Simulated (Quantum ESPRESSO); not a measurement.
## Ru3Au4Hf (input and log of a self-consistent run)

Simulated, not a measurement. The program is pw.x of Quantum ESPRESSO 7.5 (plane-wave density functional theory). The cell is made up: eight metal atoms on a hexagonal close-packed lattice, with elements, volume, strain and displacements drawn at random and not relaxed, so it may be unstable or far from any real phase. PseudoDojo standard norm-conserving files set the functional (PBE unless stated); there is no spin polarisation or spin-orbit coupling, the Fermi-Dirac width of 0.25 eV means electrons at about 2900 K, and the masses in the input are unused placeholders. Heavy elements are run without spin-orbit coupling, which real alloys of them have. A spin test at this wide smearing found no moment, but such smearing suppresses magnetism that the real alloy may have.

Input:

```
&control calculation='scf', pseudo_dir='./dojo.nc.sr.pbe.v0_5.standard.upf', outdir='./o', disk_io='medium', tprnfor=.true., tstress=.true. /
&system ibrav=0, nat=8, ntyp=3, nbnd=81, ecutwfc=84.00895049, nosym=.true., tot_charge=0,
 occupations='smearing', smearing='fd', degauss=0.0183746611
/
&electrons conv_thr=1.470e-08, electron_maxstep=70, mixing_beta=0.5 /
ATOMIC_SPECIES
Au 1.0 Au.upf
Hf 1.0 Hf.upf
Ru 1.0 Ru.upf
CELL_PARAMETERS angstrom
-2.7966 -0.003 -0.0041
0.0052 4.8591 -0.0444
1.3828 -2.3465 -8.8705
ATOMIC_POSITIONS angstrom
Ru -0.017 0.1236 -0.1252
Ru -0.0784 1.7614 -2.1755
Ru 0.0458 0.1089 -4.4203
Au -0.0479 1.713 -6.6997
Hf -1.4389 2.4038 -0.1914
Au -1.4156 4.1076 -2.3639
Au -1.367 2.4534 -4.4655
Au -1.3945 -0.6926 -6.6869
K_POINTS automatic
8 5 3 1 1 1
```

The log is shortened where brackets say so; the opening notice, blank lines, dates and the lines on written files are dropped, and the path of the files is cut. It prints rydbergs, bohrs and kilobars, and counts compression as positive stress. Its total energy is the free energy E - TS of the whole cell.

```
     Program PWSCF v.7.5
     Parallel version (MPI & OpenMP), running on       1 processor cores
     Number of MPI processes:                 1
     Threads/MPI process:                     1
     [start-up lines left out]
     bravais-lattice index     =            0
     lattice parameter (alat)  =       5.2848  a.u.
     unit-cell volume          =     815.6028 (a.u.)^3
     number of atoms/cell      =            8
     number of atomic types    =            3
     number of electrons       =       136.00
     number of Kohn-Sham states=           81
     kinetic-energy cutoff     =      84.0090  Ry
     charge density cutoff     =     336.0358  Ry
     scf convergence threshold =      1.5E-08
     mixing beta               =       0.5000
     number of iterations used =            8  plain     mixing
     Exchange-correlation= PBE
                           (   1   4   3   4   0   0   0)
     [axes and pseudopotential details left out]
   Cartesian axes
     site n.     atom                  positions (alat units)
         1        Ru     tau(   1) = (  -0.0060788   0.0441965  -0.0447686  )
         2        Ru     tau(   2) = (  -0.0280340   0.6298352  -0.7779076  )
         3        Ru     tau(   3) = (   0.0163770   0.0389401  -1.5805953  )
         4        Au     tau(   4) = (  -0.0171279   0.6125285  -2.3956551  )
         5        Hf     tau(   5) = (  -0.5145168   0.8595423  -0.0684401  )
         6        Au     tau(   6) = (  -0.5061852   1.4687811  -0.8452750  )
         7        Au     tau(   7) = (  -0.4888070   0.8772781  -1.5967577  )
         8        Au     tau(   8) = (  -0.4986404  -0.2476575  -2.3910781  )
     number of k points=    60  Fermi-Dirac smearing, width (Ry)=  0.0184
                       cart. coord. in units 2pi/alat
        k(    1) = (  -0.0624478   0.0569141  -0.0773353), wk =   0.0333333
        k(    2) = (  -0.0627572   0.0588299   0.1322899), wk =   0.0333333
     [further k points left out]
     Dense  grid:    84831 G-vectors     FFT dimensions: (  32,  54, 108)
     Estimated max dynamical RAM per process >     160.93 MB
     Initial potential from superposition of free atoms
     starting charge     135.9954, renormalised to     136.0000
     Starting wfcs are   80 randomized atomic wfcs +    1 random wfcs
     total cpu time spent up to now is       50.0 secs
     per-process dynamical memory:    89.7 Mb
     Self-consistent Calculation
     iteration #  1     ecut=    84.01 Ry     beta= 0.50
     Davidson diagonalization with overlap
     ethr =  1.00E-02,  avg # of iterations =  3.0
     total cpu time spent up to now is      201.7 secs
     total energy              =   -1900.81864563 Ry
     estimated scf accuracy    <       6.39060973 Ry
     iteration #  2     ecut=    84.01 Ry     beta= 0.50
     Davidson diagonalization with overlap
     ethr =  4.70E-03,  avg # of iterations =  5.3
     total cpu time spent up to now is      399.1 secs
     total energy              =   -1894.89160931 Ry
     estimated scf accuracy    <     169.66930373 Ry
     iteration #  3     ecut=    84.01 Ry     beta= 0.50
     Davidson diagonalization with overlap
     ethr =  4.70E-03,  avg # of iterations =  5.1
     total cpu time spent up to now is      582.7 secs
     total energy              =   -1904.07479405 Ry
     estimated scf accuracy    <       6.32563032 Ry
     iteration #  4     ecut=    84.01 Ry     beta= 0.50
     Davidson diagonalization with overlap
     ethr =  4.65E-03,  avg # of iterations =  1.8
     total cpu time spent up to now is      692.2 secs
     total energy              =   -1904.65470170 Ry
     estimated scf accuracy    <       4.71397115 Ry
     iteration #  5     ecut=    84.01 Ry     beta= 0.50
     Davidson diagonalization with overlap
     ethr =  3.47E-03,  avg # of iterations =  1.4
     total cpu time spent up to now is      807.6 secs
     total energy              =   -1904.71309507 Ry
     estimated scf accuracy    <       1.30967501 Ry
     [iterations 6 to 13 left out]
     iteration # 14     ecut=    84.01 Ry     beta= 0.50
     Davidson diagonalization with overlap
     ethr =  1.82E-09,  avg # of iterations =  1.1
     total cpu time spent up to now is     2007.5 secs
     total energy              =   -1904.79163715 Ry
     estimated scf accuracy    <       0.00000013 Ry
     iteration # 15     ecut=    84.01 Ry     beta= 0.50
     Davidson diagonalization with overlap
     ethr =  9.45E-11,  avg # of iterations =  2.5
     total cpu time spent up to now is     2163.4 secs
     total energy              =   -1904.79163714 Ry
     estimated scf accuracy    <       0.00000056 Ry
     iteration # 16     ecut=    84.01 Ry     beta= 0.50
     Davidson diagonalization with overlap
     ethr =  9.45E-11,  avg # of iterations =  2.0
     total cpu time spent up to now is     2293.3 secs
     total energy              =   -1904.79163718 Ry
     estimated scf accuracy    <       0.00000020 Ry
     iteration # 17     ecut=    84.01 Ry     beta= 0.50
     Davidson diagonalization with overlap
     ethr =  9.45E-11,  avg # of iterations =  1.0
     total cpu time spent up to now is     2395.1 secs
     total energy              =   -1904.79163719 Ry
     estimated scf accuracy    <       0.00000004 Ry
     iteration # 18     ecut=    84.01 Ry     beta= 0.50
     Davidson diagonalization with overlap
     ethr =  2.81E-11,  avg # of iterations =  1.0
     total cpu time spent up to now is     2487.0 secs
     End of self-consistent calculation
     [lines on levels left out]
!    total energy              =   -1904.79163719 Ry
     estimated scf accuracy    <          5.4E-09 Ry
     smearing contrib. (-TS)   =      -0.10550384 Ry
     internal energy E=F+TS    =   -1904.68613336 Ry
     The total energy is F=E-TS. E is the sum of the following terms:
     one-electron contribution =    -449.52396454 Ry
     hartree contribution      =     316.82237435 Ry
     xc contribution           =    -340.16376737 Ry
     ewald contribution        =   -1431.82077579 Ry
     convergence has been achieved in  18 iterations
     Forces acting on atoms (cartesian axes, Ry/au):
     atom    1 type  3   force =    -0.00644746   -0.04556845    0.01794639
     atom    2 type  3   force =     0.01759814   -0.05717742   -0.04651736
     atom    3 type  3   force =    -0.01156420   -0.00603582   -0.01226488
     atom    4 type  1   force =     0.01074669    0.00729967   -0.05606608
     atom    5 type  2   force =     0.00136988    0.05046638    0.05810532
     atom    6 type  1   force =     0.00164063    0.04811615    0.03643751
     atom    7 type  1   force =    -0.00804333    0.01289695    0.00236183
     atom    8 type  1   force =    -0.00530035   -0.00999746   -0.00000274
     Total force =     0.147482     Total SCF correction =     0.000652
     Computing stress (Cartesian axis) and pressure
          total   stress  (Ry/bohr**3)                   (kbar)     P=      259.34
   0.00195423  -0.00005589  -0.00001879          287.48       -8.22       -2.76
  -0.00005589   0.00134266   0.00007532           -8.22      197.51       11.08
  -0.00001879   0.00007532   0.00199201           -2.76       11.08      293.03
     init_run     :     47.42s CPU     49.70s WALL (       1 calls)
     electrons    :   2358.22s CPU   2437.09s WALL (       1 calls)
     forces       :     20.97s CPU     21.20s WALL (       1 calls)
     stress       :     76.53s CPU     76.90s WALL (       1 calls)
     [timing details left out]
     PWSCF        :  41m43.82s CPU  43m 6.33s WALL
     JOB DONE.
```

In other units: free energy -25916.010 eV for the cell, pressure 25.93 GPa, largest force component 1.494 eV/Å in size. The run took 2588 s of wall time with one process on a shared machine (AMD EPYC, Zen 5, virtual cores), so the time is rough. A rerun of this cell at a higher cutoff and on a denser mesh moved values by no more than 0.003 eV in energy, 0.22 GPa in stress and 0.011 eV/Å in force, and a second program with other atomic files agreed on that cell to 2 % rms in force and 0.5 GPa in pressure.